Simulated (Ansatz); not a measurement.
Na (bcc)

Computed with Ansatz (plane waves, PAW, 500 eV cutoff): r²SCAN, scalar-relativistic, no spin polarisation, 14×14×14 k-mesh, Gaussian smearing of 0.05 eV; PAW files: Ansatz's generated set soft_2.

```xyz
1
Lattice="-2.1122 2.1122 2.1122 2.1122 -2.1122 2.1122 2.1122 2.1122 -2.1122" Properties=species:S:1:pos:R:3 pbc="T T T"
Na    0.0000    0.0000    0.0000
```

Cell and atoms are those of this level's equilibrium.

Path: Γ–H–N–Γ–P–H | P–N, with Γ = (0.000, 0.000, 0.000), H = (0.500, -0.500, 0.500), N = (0.000, 0.000, 0.500), P = (0.250, 0.250, 0.250) in reciprocal vectors of the calculation's cell.

Q: Is it a metal or an insulator, and if it has a gap, where are the band edges on this path?

A: A metal: bands cross the Fermi level.

Levels between -4 and 4 eV from the Fermi level at the path's named points:
| point | below E_F (eV) | above E_F (eV) |
| --- | --- | --- |
| Γ | -3.42 |  |
| H |  |  |
| N |  | 0.76 1.46 |
| P |  | 2.87 2.87 2.87 |

With 9 valence electrons in the calculation's cell and no magnetic order, the bands, two electrons each, can't all be full or empty: band theory demands a metal. The relaxed cell is 5 % smaller in volume than the cell of this structure in the Crystallography Open Database (39.49 Å³/atom, 1963).
